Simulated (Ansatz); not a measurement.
# Li10B14Cl2O25: Coordination and 6Li quadrupole coupling

Cell: a computed structure from the Materials Project (it need not be an observed phase), atoms as given.

Space group F23 (No. 196); a = 12.2357 Å.

| site | Wyckoff | site symmetry | x | y | z |
| --- | --- | --- | --- | --- | --- |
| Li1 | 16e | .3. | 0.8649 | 0.1351 | 0.8649 |
| Li5 | 24g | 2.. | 0.4567 | 0.7500 | 0.2500 |
| B11 | 16e | .3. | 0.6009 | 0.6009 | 0.3991 |
| B15 | 16e | .3. | 0.0810 | 0.9190 | 0.0810 |
| B19 | 24f | 2.. | 0.7495 | 0.5000 | 0.5000 |
| Cl25 | 4d | 23. | 0.2500 | 0.7500 | 0.2500 |
| Cl26 | 4c | 23. | 0.7500 | 0.2500 | 0.7500 |
| O27 | 48h | 1 | 0.1800 | 0.5970 | 0.4807 |
| O39 | 48h | 1 | 0.5986 | 0.6827 | 0.4770 |
| O51 | 4a | 23. | 0.0000 | 0.0000 | 0.0000 |

One atom of each set is listed; the run and its k-mesh use a cell of 51 atoms with edges of 8.65, 8.65, 8.65 Å.

Method: Kohn–Sham DFT in Ansatz, PBE, plane waves and PAW, scalar-relativistic, 420 eV cutoff, Γ-centred 3×3×3 k-points, Fermi–Dirac smearing 0.02 eV.

Q(6Li) = -0.8080 mb.

Problem. Rank these Li sites by |C_Q|, smallest first.
A. Li5: 4 O at 2.08–2.18 Å, 1 Cl at 2.53 Å
B. Li1: 3 O at 2.02 Å, 1 Cl at 2.44 Å; also 7 O at 2.66–3.22 Å

Solution. B (0.000 MHz, η = 0.00), A (0.004 MHz, η = 0.78).

An axis of threefold or higher order runs through Li1, so V_zz lies along it and η is zero.

With these PAW files V_zz is typically within 2 to 3 % of all-electron values, but misses above 10 % occur on Li.
